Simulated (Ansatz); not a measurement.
GaAs:
```cif
data_As4Ga4
_chemical_formula_sum 'As4 Ga4'
_space_group_name_H-M_alt 'Fm-3m'
_space_group_IT_number 225
_space_group_name_Hall '-F 4 2 3'
_cell_length_a 5.30414
_cell_length_b 5.30414
_cell_length_c 5.30414
_cell_angle_alpha 90.000
_cell_angle_beta 90.000
_cell_angle_gamma 90.000
loop_
_atom_site_label
_atom_site_type_symbol
_atom_site_symmetry_multiplicity
_atom_site_Wyckoff_symbol
_atom_site_fract_x
_atom_site_fract_y
_atom_site_fract_z
_atom_site_occupancy
As1 As 4 a 0.00000 0.00000 0.00000 1
Ga1 Ga 4 b 0.50000 0.50000 0.50000 1
```
(The calculation used a cell of 2 atoms; values per cell refer to that cell.)

Relaxed with PBEsol.

Question: Decompose the optical modes at the zone centre into irreducible representations, and say which are infrared and Raman allowed.

Answer: Point group m-3m: Γ_opt = T1u. Infrared: T1u. Raman: none.

Question: Assign frequencies (DFPT, DFT-PBEsol in the program Ansatz with PAW potentials).

Answer: T1u 127 cm⁻¹.

The start of the workflow was typed in or built on a structure type; neither database checked (COD, Materials Project) lists it. It is not the phase usual at ambient conditions (space group No. 216). Symmetry was held in the PBEsol relaxation; whether a distortion lowers the energy is not shown. As this level gives no gap, phonon frequencies hold no LO–TO term and depend on the k-mesh and smearing (Fermi–Dirac, 0.1 eV here).

Potentials: the earlier of the program's two PAW sets. The files were generated under PBE; for other functionals the program regenerates the frozen cores, and for LDA and PBEsol the local potential too.
